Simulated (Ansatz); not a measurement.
Ansatz (a quantum-chemistry and plane-wave program) input:

Ansatz 0.2 input:
```yaml
crystal:
  lattice:
    - [0.0, 3.8649955566, 3.8649955566]
    - [3.8649955566, 0.0, 3.8649955566]
    - [3.8649955566, 3.8649955566, 0.0]
  atoms:
    - { symbol: Si, position: [0.625, 0.625, 0.125] }
    - { symbol: Si, position: [0.625, 0.125, 0.625] }
    - { symbol: Si, position: [0.625, 0.625, 0.625] }
    - { symbol: Si, position: [0.125, 0.625, 0.625] }
    - { symbol: Si, position: [0.25, 0.25, 0.25] }
    - { symbol: Si, position: [0.0, 0.0, 0.0] }
    - { symbol: N, position: [0.8675722855, 0.8675722855, 0.8675722855] }
    - { symbol: N, position: [0.8527168565, 0.3824277145, 0.3824277145] }
    - { symbol: N, position: [0.8675722855, 0.8675722855, 0.3972831435] }
    - { symbol: N, position: [0.3824277145, 0.8527168565, 0.3824277145] }
    - { symbol: N, position: [0.3972831435, 0.8675722855, 0.8675722855] }
    - { symbol: N, position: [0.3824277145, 0.3824277145, 0.3824277145] }
    - { symbol: N, position: [0.8675722855, 0.3972831435, 0.8675722855] }
    - { symbol: N, position: [0.3824277145, 0.3824277145, 0.8527168565] }
kpoints:
  mp_grid: { grid: [6, 6, 6] }
hamiltonian:
  xc: r2scan
  pseudopotentials: { azcp: { folder: ./paw }, kind: paw }
scf:
  occupations: { method: fixed }
phonons:
  method: dfpt
  response_accuracy: low
  eigenvectors: true
  rigid_motions: translations
  dielectric: true
  raman: true
```

Output (shortened):

```
Pseudopotential: Si, paw, valence charge 4
Pseudopotential: N, paw, valence charge 5
Functional definition: r2SCAN
Crystal: 14 atoms, lattice volume = 115.472 Å³
Basis set: ecut = 500 eV, 2891 PW (Γ), exchange–correlation on 200×200×200 points (125 copies of the dense FFT grid, shifted against one another)
Bands: 46, of which v1, the nominal top of the filled ones, is band 32 counted from 1 (31 counted from 0)
Symmetry: 48 space group operations
k-points: 68 of 216 (irreducible under 2 space group operations, time reversal used)
SCF 1 converged in 9 iterations: F = -6928.577125 eV  dr2 = 1.07e-11
── the response to a field inside a basis, on 6×6×6 k-points: an SCF that follows is theirs, and a resumed run solves both again ──
Crystal: 14 atoms, lattice volume = 115.472 Å³
Bands: 33, of which v1, the nominal top of the filled ones, is band 32 counted from 1 (31 counted from 0)
k-points: 28 of 216 (irreducible under 12 space group operations)
SCF 1 converged in 7 iterations: F = -6928.193724 eV  dr2 = 2.56e-11
SCF converged after 9 iterations
Free energy (F): -6928.577125 eV
Harris-Foulkes:  -6928.577125 eV  (|F-HF|=3.64e-12)
Internal energy: -6928.577125 eV  (E = F + TS)
E sigma→0 (E₀):  -6928.577125 eV
Fermi energy:    11.092498 eV
--- Per-component energies (eV) ---
  E_band       = 254.127082
  E_kinetic    = 1357.385997
  E_local      = -1345.968355  (includes V_loc(G=0)·N_el)
  E_nonlocal   = 390.948309
  E_hartree    = 493.123974
  E_xc         = -809.962741
  E_vxc        = -1005.279944  (∫ρ·V_xc dr)
  E_paw        = -4151.400804  (= ΣΔE_a)
  E_vpaw       = -182.160825  (= ΣTr[D̂ρ^β])
  E_aug_tail   = 0.000085  (compensation charges beyond the density's cutoff)
  E_vtau       = 52.953759  (kinetic-family band-sum trace: ∫τ·v_τ [+ j·A + Jᵃ·Aᵃ] dr)
  E_ewald      = -2862.008474
  E_core_change = -0.695117  (= ΣΔE_core)
  E_smearing   =  0.000000  (= −TS)
  E_closure    = 0.000000  (closes the sum)
  Σ components = -6928.577125   (vs F -6928.577125, Δ=0.00e0)
--- Band table (eV; the first three rows and the last of 68) ---
  k-point 0: bands = ["-8.7818", "-5.4184", "-4.4924", "-4.4924", "-4.4924", "-3.4708", "-3.4708", "-3.4708", "0.2708", "1.3096", "1.8804", "1.8804", "1.8804", "3.5654", "3.5654", "6.7148", "6.7148", "6.7148", "8.6373", "8.6373", "8.6373", "9.1245", "9.1245", …
  k-point 1: bands = ["-8.6282", "-5.5915", "-4.8037", "-4.4599", "-4.4599", "-3.5802", "-3.5783", "-3.5783", "0.6386", "1.6152", "2.0900", "2.0900", "2.4750", "3.8300", "3.8300", "6.2279", "6.6489", "6.6489", "8.2406", "8.2406", "8.5564", "8.7265", "9.0207", …
  k-point 2: bands = ["-8.1919", "-6.3265", "-4.9663", "-4.3564", "-4.3564", "-3.8565", "-3.8247", "-3.8247", "1.3899", "2.3046", "2.6599", "2.6599", "3.8885", "4.2668", "4.2668", "5.4291", "6.4372", "6.4372", "7.2705", "7.8486", "7.8486", "8.5148", "8.5148", …
  k-point 67: bands = ["-7.7499", "-6.9489", "-4.9522", "-4.2392", "-4.2392", "-4.0103", "-4.0103", "-4.0101", "2.1729", "2.2261", "3.1523", "3.1523", "4.1801", "4.1801", "5.2229", "5.2345", "6.3370", "6.7335", "6.7335", "7.3098", "7.3419", "7.3419", …
--- Phonons (Γ-DFPT): 3 representative perturbations + reference, on 68 of 216 k-points (Σ response iterations 19) ---
  ASR residual: 6.531e-4 → 0.000e0 eV/Å²; symmetrization residual: 1.380e-5 eV/Å²
  ASR residual per site (eV/Å²): 1.23e-4 1.23e-4 1.23e-4 1.23e-4 9.96e-5 9.96e-5 6.53e-4 6.53e-4 6.53e-4 6.53e-4 6.53e-4 6.53e-4 6.53e-4 6.53e-4
  Γ frequencies (cm⁻¹): 0.00 0.00 0.00 319.09 319.09 319.09 415.64 415.64 415.64 424.12 424.12 424.12 449.06 449.06 507.96 507.96 507.96 526.43 526.43 612.36 612.36 612.36 630.86 630.86 630.86 728.94 728.94 728.94 735.21 735.21 735.21 787.37 787.37 788.03 …
  ε∞ (high-frequency dielectric tensor):
        4.905612     0.000000     0.000000
        0.000000     4.905612     0.000000
        0.000000     0.000000     4.905612
  ε⁰ (static dielectric tensor: ions relaxed, cell fixed):
       12.026381     0.000000     0.000000
        0.000000    12.026381     0.000000
        0.000000     0.000000    12.026381
  ε⁰ − ε∞ (ionic part):
        7.120769     0.000000     0.000000
        0.000000     7.120769     0.000000
        0.000000     0.000000     7.120769
  softest optical mode at Γ: 319.09 cm⁻¹; the repairs (sum rule, projections) moved no ω² at Γ by more than (5.51 cm⁻¹)²
  Born effective charges Z* (e; rows j = field, columns β = displacement):
    site 0:
         3.67978    0.16133   -0.16133
         0.16133    3.67978   -0.16133
        -0.16133   -0.16133    3.67978
    site 1:
         3.67978   -0.16133    0.16133
        -0.16133    3.67978   -0.16133
         0.16133   -0.16133    3.67978
    site 2:
         3.67978    0.16133    0.16133
         0.16133    3.67978    0.16133
         0.16133    0.16133    3.67978
    site 3:
         3.67978   -0.16133   -0.16133
        -0.16133    3.67978    0.16133
        -0.16133    0.16133    3.67978
    site 4:
         3.57854    0.00000    0.00000
         0.00000    3.57854    0.00000
         0.00000    0.00000    3.57854
    site 5:
         3.57854    0.00000    0.00000
         0.00000    3.57854    0.00000
         0.00000    0.00000    3.57854
    site 6:
        -2.73452   -0.22385   -0.22385
        -0.22385   -2.73452   -0.22385
        -0.22385   -0.22385   -2.73452
    site 7:
        -2.73452    0.22385    0.22385
         0.22385   -2.73452   -0.22385
         0.22385   -0.22385   -2.73452
    site 8:
        -2.73452   -0.22385    0.22385
        -0.22385   -2.73452    0.22385
         0.22385    0.22385   -2.73452
    site 9:
        -2.73452    0.22385   -0.22385
         0.22385   -2.73452    0.22385
        -0.22385    0.22385   -2.73452
    site 10:
        -2.73452    0.22385    0.22385
         0.22385   -2.73452   -0.22385
         0.22385   -0.22385   -2.73452
    site 11:
        -2.73452   -0.22385   -0.22385
        -0.22385   -2.73452   -0.22385
        -0.22385   -0.22385   -2.73452
    site 12:
        -2.73452    0.22385   -0.22385
         0.22385   -2.73452    0.22385
        -0.22385    0.22385   -2.73452
    site 13:
        -2.73452   -0.22385    0.22385
        -0.22385   -2.73452    0.22385
         0.22385    0.22385   -2.73452
  Z* charge neutrality: 3.957e-5 e pre-enforcement
  k-mesh period / interband length: 32.8 Å / 1.54 Å = 21.35 at k = (0.0000, 0.0000, 0.0000), direct gap 4.054 eV — 14 or more, which is no proof of convergence
  Raman tensors (in the event stream and the table raman_tensors.tsv) …
  optical modes at Γ without the LO–TO term, one row a degenerate level:
      ω (cm⁻¹)  modes    IR ((D/Å)²/amu)  static Raman (Å⁴/amu)  depolarisation
        319.09      3             0.0000                 0.0000               —
        415.64      3             0.8467                 0.0000               —
        424.12      3             0.0000                 0.1325           0.750
        449.06      2             0.0000                 0.0000               —
        507.96      3             0.0000                 0.0000               —
        526.43      2             0.0000                19.3826           0.750
        612.36      3           340.2028                 0.0000               —
        630.86      3             0.0000                 0.0000               —
        728.94      3             0.0000                 1.3764           0.750
        735.21      3            25.4585                 0.0000               —
        787.37      2             0.0000                 0.0000               —
        788.03      1             0.0000                 0.0000               —
        812.21      3           130.1546                 0.0000               —
        847.52      3             0.0000                30.9594           0.750
        953.69      1             0.0000                 0.0000               —
        980.79      1             0.0000                11.6090           0.000
  optical modes at Γ + LO–TO along q̂ = [1.0000, 0.0000, 0.0000]:
      ω (cm⁻¹)  modes    IR ((D/Å)²/amu)  static Raman (Å⁴/amu)  depolarisation
        319.09      3             0.0000                 0.0000               —
        415.64      2             0.5644                 0.0000               —
        416.00      1             0.0225                 0.0000               —
        424.12      3             0.0000                 0.1325           0.750
        449.06      2             0.0000                 0.0000               —
        507.96      3             0.0000                 0.0000               —
        526.43      2             0.0000                19.3826           0.750
        612.36      2           226.8019                 0.0000               —
        630.86      3             0.0000                 0.0000               —
        714.44      1             4.0328                 0.0000               —
        728.94      3             0.0000                 1.3764           0.750
        735.21      2            16.9723                 0.0000               —
        759.80      1             4.5672                 0.0000               —
        787.37      2             0.0000                 0.0000               —
        788.03      1             0.0000                 0.0000               —
        812.21      2            86.7697                 0.0000               —
        847.52      3             0.0000                30.9594           0.750
        953.69      1             0.0000                 0.0000               —
        980.79      1             0.0000                11.6090           0.000
       1053.82      1           156.9317                 0.0000               —
  optical modes at Γ + LO–TO along q̂ = [0.0000, 1.0000, 0.0000]:
      ω (cm⁻¹)  modes    IR ((D/Å)²/amu)  static Raman (Å⁴/amu)  depolarisation
        319.09      3             0.0000                 0.0000               —
        415.64      2             0.5644                 0.0000               —
        416.00      1             0.0225                 0.0000               —
        424.12      3             0.0000                 0.1325           0.750
        449.06      2             0.0000                 0.0000               —
        507.96      3             0.0000                 0.0000               —
        526.43      2             0.0000                19.3826           0.750
        612.36      2           226.8019                 0.0000               —
        630.86      3             0.0000                 0.0000               —
        714.44      1             4.0328                 0.0000               —
        728.94      3             0.0000                 1.3764           0.750
        735.21      2            16.9723                 0.0000               —
        759.80      1             4.5672                 0.0000               —
        787.37      2             0.0000                 0.0000               —
        788.03      1             0.0000                 0.0000               —
        812.21      2            86.7697                 0.0000               —
        847.52      3             0.0000                30.9594           0.750
        953.69      1             0.0000                 0.0000               —
        980.79      1             0.0000                11.6090           0.000
       1053.82      1           156.9317                 0.0000               —
  optical modes at Γ + LO–TO along q̂ = [0.0000, 0.0000, 1.0000]:
      ω (cm⁻¹)  modes    IR ((D/Å)²/amu)  static Raman (Å⁴/amu)  depolarisation
        319.09      3             0.0000                 0.0000               —
        415.64      2             0.5644                 0.0000               —
        416.00      1             0.0225                 0.0000               —
        424.12      3             0.0000                 0.1325           0.750
        449.06      2             0.0000                 0.0000               —
        507.96      3             0.0000                 0.0000               —
        526.43      2             0.0000                19.3826           0.750
        612.36      2           226.8019                 0.0000               —
        630.86      3             0.0000                 0.0000               —
        714.44      1             4.0328                 0.0000               —
        728.94      3             0.0000                 1.3764           0.750
        735.21      2            16.9723                 0.0000               —
        759.80      1             4.5672                 0.0000               —
        787.37      2             0.0000                 0.0000               —
        788.03      1             0.0000                 0.0000               —
        812.21      2            86.7697                 0.0000               —
        847.52      3             0.0000                30.9594           0.750
        953.69      1             0.0000                 0.0000               —
        980.79      1             0.0000                11.6090           0.000
       1053.82      1           156.9317                 0.0000               —
```

Cost: about 80 core-minutes (a rough figure) on shared cores.

Space group Fd-3m. Symmetry was held in the r²SCAN relaxation; of distortions, only those at the zone centre were tested.

Potentials: the earlier of the program's two PAW sets.

Ansatz is a plane-wave DFT program.
